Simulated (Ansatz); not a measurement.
Relaxed-ion elastic tensor of WC (CsCl type, space group No. 221) in GPa (Voigt order), DFT-PBEsol in the program Ansatz with PAW potentials; density 16.45 g/cm³, 9.89 Å³ per atom.

```
 998  84.9  84.9   0.0   0.0   0.0
84.9   998  84.9   0.0   0.0   0.0
84.9  84.9   998   0.0   0.0   0.0
 0.0   0.0   0.0   172   0.0   0.0
 0.0   0.0   0.0   0.0   172   0.0
 0.0   0.0   0.0   0.0   0.0   172
```

Q: Is the crystal mechanically stable?

A: Yes: the smallest eigenvalue of C is 172 GPa.

Q: Work out the Voigt, Reuss and Hill averages.

A: K_V = 389, K_R = 389, K_H = 389; G_V = 286, G_R = 229, G_H = 257 GPa.

Q: Give Young's modulus, Poisson's ratio, Pugh's ratio and the universal anisotropy index.

A: E = 9KG/(3K + G) = 632 GPa; ν = 0.23; K/G = 1.51 (brittle by the Pugh limit of 1.75); A_U = 5G_V/G_R + K_V/K_R − 6 = 1.24.

Q: Estimate the sound speeds and the Debye temperature.

A: v_l = √((K + 4G/3)/ρ) = 6670 m/s, v_t = √(G/ρ) = 3950 m/s, mean 4380 m/s; Θ = (h/k)(3n/4πV)^(1/3) v_m = 608 K.

Q: Give the Zener ratio and Young's modulus along [100], [110] and [111].

A: A = 2C44/(C11 − C12) = 0.38; 1/E = S11 − 2(S11 − S12 − S44/2)Γ with Γ = 0, 1/4, 1/3 gives 984, 520, 449 GPa.

Q: Solve the Christoffel equation for the three sound speeds along [100], [110], [111].

A: Eigenvalues of C_ijkl n_j n_l equal ρv². In km/s, slowest first: [100] 3.23, 3.23, 7.79; [110] 3.23, 5.27, 6.58; [111] 4.69, 4.69, 6.13.

Space group Pm-3m (CsCl type). The cell is a constructed one: a structure type filled with these elements; neither database checked (COD, Materials Project) lists it. It is not the phase usual at ambient conditions (space group No. 187). The PBEsol relaxation kept the symmetry of its start; whether a distortion lowers the energy is not shown. The run is not spin-polarised. As this level gives no gap, shear constants depend on the k-mesh and smearing (Fermi–Dirac, 0.1 eV here). Scalar-relativistic: spin–orbit coupling is off unless named, which matters more the heavier the elements.

Potentials: the later of the program's two PAW sets.
